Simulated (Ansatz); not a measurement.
Input file for Ansatz (an electronic-structure program):

Ansatz 0.2 input:
```yaml
crystal:
  lattice:
    - [0.0, 2.2198159458, 2.2198159458]
    - [2.2198159458, 0.0, 2.2198159458]
    - [2.2198159458, 2.2198159458, 0.0]
  atoms:
    - { symbol: C, position: [0.0, 0.0, 0.0] }
    - { symbol: Ta, position: [0.5, 0.5, 0.5] }
kpoints:
  mp_grid: { grid: [16, 16, 16] }
basis: { xc_grid: 2 }
hamiltonian:
  xc: pbesol
  pseudopotentials: { kind: paw }
scf:
  occupations: { method: gaussian, width: 0.05 }
checkpoint: { read: metal.run }
output: { bader: true, populations: true }
```

Output (shortened):

```
Pseudopotentials: kind: paw
Pseudopotential: C, paw, valence charge 4
Pseudopotential: Ta, paw, valence charge 13
Functional definition: PBEsol
Crystal: 2 atoms, lattice volume = 21.877 Å³
Basis set: ecut = 420 eV, 411 PW (Γ), exchange–correlation on 48×48×48 points (8 copies of the dense FFT grid, shifted against one another)
Bands: 17, of which v1, the nominal top of the filled ones, is band 9 counted from 1 (8 counted from 0)
Symmetry: 48 space group operations
Space group: Fm-3m (ITA 225), of the structure as read, at distance tolerance 2.8e-5 Å
k-points: 145 of 4096
PAW frozen core: C, regenerated for the run's functional, and the local potential with it
PAW frozen core: Ta, regenerated for the run's functional, and the local potential with it
Initial density: read from a saved state, or passed on in memory by an earlier SCF of this step, an earlier step, the calling program or the single point that …
Stability of the state it starts from, as read at its close in the unpolarized treatment …
Initial wavefunctions: pseudopotential atomic-orbital guess
Eigensolver: davidson
Functional: x = pbesol(κ = 0.804, μ = 0.12345679012345678), c = pbesol(β = 0.046)
iter 1 solved again at ethr=3.33e-8 eV; its pass at ethr=3.10e-3 eV (dr2=5.66e-6 eV) is discarded
SCF iter   1: F=—  HF=-10054.548321 eV  |F-HF|=—  |Δ(HF+E_count)|=         —  Δρ=3.03e-7  dr2=7.43e-12  ethr=3.33e-8  ⟨swp⟩=3.2  Hψ=18769  notcnv=0
all-band conjugate gradients solve this SCF's bands
preconditioner: auto → none
SCF iter   2: F=-10054.548321 eV  HF=-10054.548321 eV  |F-HF|=7.28e-12  |Δ(HF+E_count)|=   2.87e-9  Δρ=1.06e-7  dr2=2.29e-12  ethr=1.00e-12  ⟨swp⟩=5.3  Hψ=8274  notcnv=0
SCF 1 converged in 2 iterations: F = -10054.548321 eV  dr2 = 2.29e-12
SCF converged after 2 iterations
Free energy (F): -10054.548321 eV
Harris-Foulkes:  -10054.548321 eV  (|F-HF|=7.28e-12)
Internal energy: -10054.547889 eV  (E = F + TS)
E sigma→0 (E₀):  -10054.548105 eV
Entropy (-TS):   -0.000432 eV (-0.216 meV/atom)
Fermi energy:    20.048138 eV
--- Per-component energies (eV) ---
  E_band       = -62.624899
  E_kinetic    = 457.418074
  E_local      = -548.371330  (includes V_loc(G=0)·N_el)
  E_nonlocal   = 43.857645
  E_hartree    = 186.195465
  E_xc         = -266.513349
  E_vxc        = -265.522739  (∫ρ·V_xc dr)
  E_paw        = -8368.037779  (= ΣΔE_a)
  E_vpaw       = -122.397611  (= ΣTr[D̂ρ^β])
  E_aug_tail   = 0.000131  (compensation charges beyond the density's cutoff)
  E_ewald      = -1559.331493
  E_core_change = 0.234747  (= ΣΔE_core)
  E_smearing   = -0.000432  (= −TS)
  E_closure    = 0.000000  (closes the sum)
  Σ components = -10054.548321   (vs F -10054.548321, Δ=0.00e0)
  [band-id]    e_kinetic+e_local+e_nonlocal+2·e_hartree+e_vxc+e_vpaw+e_augmentation_tail = -62.624901   (vs E_band -62.624899, Δ=-2.65e-6)
--- Band table (eV; the first three rows and the last of 145) ---
  k-point 0: bands = ["-48.5650", "-14.8365", "-14.8365", "-14.8365", "5.2528", "18.7149", "18.7149", "18.7149", "19.6333", "19.6333", "19.6333", "20.7481", "20.7481", "26.7791", "29.8923", "44.2176", "44.2176"]
  k-point 1: bands = ["-48.5632", "-14.8670", "-14.8395", "-14.8395", "5.3650", "18.1243", "18.4754", "18.4754", "19.2379", "19.2379", "19.9869", "21.6047", "21.6047", "26.9951", "30.1756", "42.7239", "43.4913"]
  k-point 2: bands = ["-48.5579", "-14.9529", "-14.8481", "-14.8481", "5.6928", "17.0934", "17.6085", "17.6085", "19.3969", "19.3969", "20.4029", "22.9680", "22.9680", "27.5586", "30.9633", "40.5367", "41.8727"]
  k-point 144: bands = ["-48.4992", "-15.3045", "-15.3045", "-15.1097", "8.2892", "14.7578", "15.0633", "15.0633", "21.7270", "21.7270", "24.2752", "25.1312", "26.6259", "32.7747", "33.5765", "33.5765", "36.4644"]
  band table: 17 of 17 bands, residual norms ≤ 1.0e-3 eV
--- Löwdin populations: 2 sites ---
  site symbol       q [e]
     0      C      4.7742
     1     Ta     12.1688
  spilling = 0.003351 (of n_electrons = 17.000000)
--- Bader charges: 2 sites ---
  site symbol  charge [e]  shift [e]
     0      C     -1.8659     0.0033
     1     Ta      1.8659     0.0033
  shift: an alarm, by how much a part of what the PAW files miss would move the charge. Where it is large, compare
  with a run on PAW files of another source; a small one proves nothing
  estimated error of the sums over rays = 6.5e-4 e
```

Cost: about 25 core-seconds (a rough figure) on shared cores.

The PBEsol relaxation kept the symmetry of its start. The run is not spin-polarised. Scalar-relativistic: spin–orbit coupling is off unless named, which matters more the heavier the elements.

Potentials: the later of the program's two PAW sets.

Ansatz is a plane-wave DFT program.
